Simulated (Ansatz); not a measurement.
# Cr₃Ru: computed property card

Cr3Ru:
```yaml
crystal:
  lattice:
    - [4.57128, 0.00000, 0.00000]
    - [0.00000, 4.57128, 0.00000]
    - [0.00000, 0.00000, 4.57128]
  atoms:
    - { symbol: Cr, position: [0.25000, 0.00000, 0.50000] }
    - { symbol: Cr, position: [0.75000, 0.00000, 0.50000] }
    - { symbol: Cr, position: [0.50000, 0.75000, 0.00000] }
    - { symbol: Cr, position: [0.50000, 0.25000, 0.00000] }
    - { symbol: Cr, position: [0.00000, 0.50000, 0.75000] }
    - { symbol: Cr, position: [0.00000, 0.50000, 0.25000] }
    - { symbol: Ru, position: [0.00000, 0.00000, 0.00000] }
    - { symbol: Ru, position: [0.50000, 0.50000, 0.50000] }
```

Space group Pm-3n (No. 223), A15 (Cr3Si type); conventional cell a = b = c = 4.5713 Å, α = β = γ = 90.00°.

Method: the program Ansatz at the PBEsol level (PAW). The cell and atoms are relaxed at this level. Other levels are named where they apply.

### Cell and energy

```json
{
 "volume_per_atom": "11.94 Å³",
 "density": "8.94 g/cm³",
 "Formation energy from the elements (no fitted shifts)": "0.077 eV/atom"
}
```

### Electronic structure

```json
{
  "electronic_character": "metallic (no gap)",
  "Density of states at the Fermi level": "1.5 states/eV per atom (mean over ±0.08 eV)",
  "Gap with spin–orbit coupling": "none (metallic)"
}
```

### Mechanics

```json
{
  "Bulk modulus (Birch–Murnaghan fit)": "289 GPa",
  "Pressure derivative B′": "4.4",
  "Elastic constants (relaxed ions, GPa)": "C11 = 475, C12 = 197, C44 = 99.9",
  "mechanical_stability": "stable (all eigenvalues of C positive)",
  "hill_bulk_and_shear_moduli": "290 and 114 GPa",
  "Young's modulus": "303 GPa",
  "Poisson's ratio": "0.33",
  "debye_temperature_from_the_elastic_constants": "522 K"
}
```

### Phonons

```json
{
 "highest_zone_centre_frequency": "280 cm⁻¹",
 "zone_centre_stability": "no imaginary mode at Γ"
}
```

The first step of the workflow began from a Materials Project structure, measured or hypothetical; the Crystallography Open Database copy checked does not list it. Whether it is the stable phase at ambient conditions was not checked. The PBEsol relaxation kept the symmetry of its start. No spin polarisation was allowed. As this level gives no gap, shear constants depend on the k-mesh and smearing (Fermi–Dirac, 0.1 eV here). As this level gives no gap, phonon frequencies hold no LO–TO term and depend on the k-mesh and smearing (Fermi–Dirac, 0.1 eV here). On the denser mesh and wider smearing of the elastic run this cell carries a stress of 0.4 GPa. The references are the lowest solids computed at this level, not always the standard phases. Scalar-relativistic: spin–orbit coupling is off unless named, which matters more the heavier the elements.

Potentials: the later of the program's two PAW sets.
